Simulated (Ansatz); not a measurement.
The cell below belongs to a search over invented structures; it isn't taken from experiment.

Input and command of a plane-wave DFT calculation in Ansatz:

```yaml
crystal:
  lattice:
    - [4.0261449337, 2.3244958612, 4.8766430446]
    - [-4.0261449337, 2.3244958612, 4.8766430446]
    - [0.0, -4.6489917225, 4.8766430446]
  atoms:
    - { symbol: K, position: [-0.0055788509, -0.0055788509, -0.0055788509] }
    - { symbol: Zn, position: [0.4937753989, 0.4937753989, 0.4937753989] }
    - { symbol: I, position: [0.4951346512, 0.8118167079, 0.173752083] }
    - { symbol: I, position: [0.173752083, 0.4951346512, 0.8118167079] }
    - { symbol: I, position: [0.8118167079, 0.173752083, 0.4951346512] }
basis:
  ecutwfc: 420
kpoints:
  mp_grid: { grid: [6, 6, 6] }
hamiltonian:
  xc: pbe
scf:
  occupations: { method: gaussian, width: 0.02 }
output:
  forces: true
  stress: true
  eigenvalues: true
  write_density: true
  write_potential: true
  elf: true
  volumetric_format: npy
relax:
  adjacent_minimum: "off"
  f_tol: 0.01
  max_steps: 30
  cell: { stress_tol: 0.1, fix: [volume] }
```

```bash
ansatz run input.yaml --threads 1 --pin off --max-ram 2560MiB --backend cpu --events-out ev --progress --plain --runs-dir out
```

Processor: Arm Neoverse V2, 1 thread, on a host shared with other jobs.

Estimate time, memory and problem size.

About 2.8 min, peak memory 0.68 GiB. It solves 44 bands at 40 k points (after reduction by symmetry) with about 5381 plane waves, in 18 SCF iterations over 3 ionic steps.
